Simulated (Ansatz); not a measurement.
**Does relaxation matter for the field gradients of HfO2 with La replacing Hf?**

Start: a supercell of HfO2 (fluorite type, Fm-3m) built from a structure deposited in the COD, with all atoms left at the host's positions.

Space group Fm-3m (No. 225); a = 10.2300 Å.

| site | Wyckoff | site symmetry | x | y | z |
| --- | --- | --- | --- | --- | --- |
| La | 4a | m-3m | 0.0000 | 0.0000 | 0.0000 |
| Hf2 | 24d | m.mm | 0.2500 | 0.2500 | 0.0000 |
| Hf8 | 4b | m-3m | 0.5000 | 0.5000 | 0.5000 |
| O9 | 32f | .3m | 0.1250 | 0.1250 | 0.1250 |
| O12 | 32f | .3m | 0.6250 | 0.3750 | 0.3750 |

One atom of each set is listed; the run and its k-mesh use a cell of 24 atoms with edges of 7.23, 7.23, 7.23 Å.

Level of theory: DFT, PBE, plane waves and PAW, scalar-relativistic, 420 eV cutoff, Γ-centred 3×3×3 k-points, Fermi–Dirac smearing 0.01 eV, cell charge -1 (Ansatz 0.2.0).

The largest force at the start is 3.7 eV/Å. Relaxing the ions at fixed cell moves them by 0.153 Å at most (atom 9, O) and 0.091 Å rms.

| site | moved (Å) | first shell before | first shell after | V_zz before (10²¹ V/m²) | η before |
| --- | --- | --- | --- | --- | --- |
| La | 0.000 | 8 O at 2.21 Å | 8 O at 2.37 Å | 0.00 | – |
| Hf2 | 0.000 | 8 O at 2.21 Å | 8 O at 2.17–2.23 Å | 3.16 | 0.40 |
| O9 | 0.153 | 1 La at 2.21 Å, 3 Hf at 2.21 Å | 3 Hf at 2.17 Å, 1 La at 2.37 Å | -2.76 | 0.00 |
| O12 | 0.041 | 4 Hf at 2.21 Å | 4 Hf at 2.17–2.23 Å | -0.44 | 0.00 |

(1) What are V_zz and η after the relaxation?

## Answers

(1) 

```csv
site,V_zz after,η after,change of V_zz
La,0.00,–,0.00
Hf2,-8.15,0.77,–
O9,-2.05,0.00,+0.71
O12,-1.56,0.00,-1.12
```

The largest change of V_zz along a kept axis is on O12, from -0.44 to -1.56. The whole tensor moves most on Hf2, by 5.94 along its most changed direction. In per cent, |V_zz| changes by -26 on O (all sites that start above 0.5, bar those whose gradient vanishes or changes sign or whose main axis turns by over 40°). On Hf2 the largest principal value lies along another axis in the second run, so the two V_zz can't be compared directly. Other sites without a gradient aren't listed.

The defect repeats with the cell of 24 atoms, so it feels its images: sites between two images don't show the values beside a lone defect, and zeros or small values of η there can come from the images' arrangement. This high-symmetry form of HfO2 is unstable when cold, to shifts of the oxygen columns, towards the tetragonal form. The symmetry of the cell holds that distortion back, wholly or in part, and it would change the field gradients, the more the larger the distortion. A uniform background compensates the cell's charge. Without spin–orbit coupling the gradients at and beside Hf can be off by some per cent, at some sites by more.
Before: The cell keeps the host's lattice, where the PBE pressure is 7 GPa (in a charged cell this depends on the convention for the mean potential). The neighbours have not yet relaxed around the defect (largest force 3.7 eV/Å), so the values at and beside it are those of a strained start, not of the defect in a real crystal.
After: The relaxation keeps the site symmetry m-3m of the start, so the impurity can't leave its site; a start off the site could end lower. The cell keeps the host's lattice, where the PBE pressure is 6 GPa (in a charged cell this depends on the convention for the mean potential).
